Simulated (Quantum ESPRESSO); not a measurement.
# Planted mistakes on one cell of Si3GaO7F

These are calculations, not measurements. They come from pw.x of Quantum ESPRESSO 7.5, a plane-wave density functional program, with PseudoDojo standard norm-conserving files (v0.5 for PBE, v0.4.1 for LDA and PBEsol). The cells are made up: elements, strain and atom displacements were drawn at random, and nothing was relaxed. There is no spin polarisation, spin-orbit coupling or dispersion term.

The cell has 12 sites of a fluorite lattice. Sites 1 to 4 hold Si Ga Si Si; sites 5 to 12 hold O O F O O O O O. Cell vectors in Å: (4.671, 0.000, 0.000); (0.000, 4.671, 0.000); (0.000, 0.000, 4.671). Settings: PBE, cutoff 1143 eV, 5 x 5 x 5 k mesh shifted by half a step, Fermi-Dirac smearing of 0.025 eV.

The intended run has a self-consistency threshold of 1e-07 eV, a smearing term of 0.000 eV, a pressure of 1.69 GPa and 13 iterations. Each further run changes one thing: atoms of sites 2 and 3 exchanged; cutoff 737 eV; k mesh 2 x 2 x 2; one electron removed; smearing 0.72 eV; threshold 0.05 eV. A coarse mesh keeps the shift, and a charged cell sits in a uniform background.

```
run,change of free energy (eV),smearing term -TS (eV),change of P (GPa),largest change of a force component (eV/Å),iterations
A,-10.636,-0.012,-27.33,1.186,15
B,0.024,0.000,2.83,0.088,5
C,-0.520,0.000,0.03,0.151,13
D,-0.707,-2.330,5.18,0.470,12
E,5.478,0.000,-59.18,0.098,13
F,-0.286,0.000,-0.84,2.700,13
```

A rerun of the intended cell at 1437 eV and k mesh 7 x 7 x 7 moved values by no more than 0.002 eV in the cell's energy, 0.03 GPa in stress and 0.002 eV/Å in force.

Question: which change belongs to which run?

## Worked reading

Run B has the fewest iterations, as a run stopped early does. Run D has the largest smearing term, as wide smearing gives. Run E has a higher energy and the largest fall in pressure, as too small a basis gives. Energies from files of another functional, or of a charged cell, have another zero and say nothing on stability; the pressure of a charged cell rests on the program's zero of potential too.

## Key

```
run                            change
  A              one electron removed
  B                 threshold 0.05 eV
  C                  k mesh 2 x 2 x 2
  D                  smearing 0.72 eV
  E                     cutoff 737 eV
  F  atoms of sites 2 and 3 exchanged
```